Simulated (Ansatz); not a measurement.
Sn3Ge2Te5 (I4/mmm) at 2 levels of theory

One geometry, relaxed with PBE; plane waves with PAW potentials in Ansatz, scalar-relativistic. No spin polarisation. Gaps are the least over mesh and band path; pressure is positive in compression.

```cif
data_structure
_symmetry_space_group_name_H-M 'P 1'
_symmetry_Int_Tables_number 1
_cell_length_a 15.9558
_cell_length_b 15.9558
_cell_length_c 15.9558
_cell_angle_alpha 164.031
_cell_angle_beta 164.031
_cell_angle_gamma 22.658
_cell_volume 307.40
loop_
_atom_site_label
_atom_site_type_symbol
_atom_site_fract_x
_atom_site_fract_y
_atom_site_fract_z
_atom_site_occupancy
Sn1 Sn 0.69913 0.69913 0.00000 1
Sn2 Sn 0.30087 0.30087 0.00000 1
Sn3 Sn 0.50000 0.50000 0.00000 1
Ge1 Ge 0.90045 0.90045 0.00000 1
Ge2 Ge 0.09955 0.09955 0.00000 1
Te1 Te 0.80468 0.80468 0.00000 1
Te2 Te 0.39984 0.39984 0.00000 1
Te3 Te 0.00000 0.00000 0.00000 1
Te4 Te 0.60016 0.60016 0.00000 1
Te5 Te 0.19532 0.19532 0.00000 1
```

| level | cutoff (eV) | k mesh | gap (eV) | pressure (GPa) |
| --- | --- | --- | --- | --- |
| PBE | 420 | 12×12×12 | 0.17 | 0.0 |

Q: What comes out on the same cell with r2SCAN?

A:
```tsv
level	cutoff (eV)	k mesh	gap (eV)	pressure (GPa)
r2SCAN	500	12×12×12	0.09	-0.9
```

Spin-orbit coupling matters for the bands of heavy elements and is left out.

It was reached by relaxing an invented guess, and it needn't be the stable form of this composition.
